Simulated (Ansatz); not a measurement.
BN:
```yaml
crystal:
  lattice:
    - [0.00000, 1.80255, 1.80255]
    - [1.80255, 0.00000, 1.80255]
    - [1.80255, 1.80255, 0.00000]
  atoms:
    - { symbol: B, position: [0.00000, 0.00000, 0.00000] }
    - { symbol: N, position: [0.25000, 0.25000, 0.25000] }
```

Tensor components refer to the Cartesian frame of this cell.

**Question.** Give the high-frequency dielectric tensor and the Born effective charge tensors of the independent atoms from DFPT, DFT-PBEsol in the program Ansatz with PAW potentials.

**Answer.** 
ε∞:
```
4.63  0.00  0.00
0.00  4.63  0.00
0.00  0.00  4.63
```
Z* of atom 1 (B), rows: field, columns: displacement, in e:
```
1.90  0.00  0.00
0.00  1.90  0.00
0.00  0.00  1.90
```
Z* of atom 2 (N), rows: field, columns: displacement, in e:
```
-1.90   0.00   0.00
 0.00  -1.90   0.00
 0.00   0.00  -1.90
```

Space group F-43m (zinc blende). Symmetry was held in the PBEsol relaxation.

Potentials: the earlier of the program's two PAW sets. The files were generated under PBE; for other functionals the program regenerates the frozen cores, and for LDA and PBEsol the local potential too.
